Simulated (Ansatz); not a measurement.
This cell of Pt (fcc, Cu type) is off equilibrium:

```yaml
crystal:
  lattice:
    - [3.91815, 0.00000, 0.00000]
    - [0.00000, 3.91815, 0.00000]
    - [0.00000, 0.00000, 3.91815]
  atoms:
    - { symbol: Pt, position: [0.00000, 0.00000, 0.00000] }
    - { symbol: Pt, position: [0.50000, 0.50000, 0.00000] }
    - { symbol: Pt, position: [0.50000, 0.00000, 0.50000] }
    - { symbol: Pt, position: [0.92059, 0.42059, 0.50000] }
```

These are PBEsol (plane waves to 420 eV, PAW, scalar-relativistic; Ansatz, a quantum-chemistry and plane-wave program) values and carry that method's errors. k mesh 10×10×10 (Γ-centred), Fermi-Dirac smearing 0.05 eV. Energies are smeared free energies. Stress and pressure are positive under compression. With partly filled bands, energies and forces of such displacements shift with the k mesh and the smearing. Pt is run without spin polarisation. Pt was relaxed with its symmetry unable to fall. Spin-orbit coupling is left out, though Pt is heavy. The PAW data are Ansatz's earlier set.

Problem. What forces act on the atoms (eV/Å, Cartesian)?

Solution. 
```tsv
atom	Fx	Fy	Fz
Pt1	0.330	-1.897	0.000
Pt2	-1.897	0.330	0.000
Pt3	-3.442	-3.442	0.000
Pt4	5.009	5.009	0.000
```

Problem. What is the stress tensor (GPa)?

Solution. 
```
   16.8      8.4      0.0
    8.4     16.8      0.0
    0.0      0.0     12.9
```
The pressure, a third of the trace, is 15.5 GPa.

Problem. In it atom 4 sits (-0.311, -0.311, 0.000) Å away from its relaxed site. What is its energy relative to the relaxed cell?

Solution. 1372 meV/cell.

(A displaced cell: forces are minus the slopes of the energy, force constants its curvatures, and phonons follow from these.)
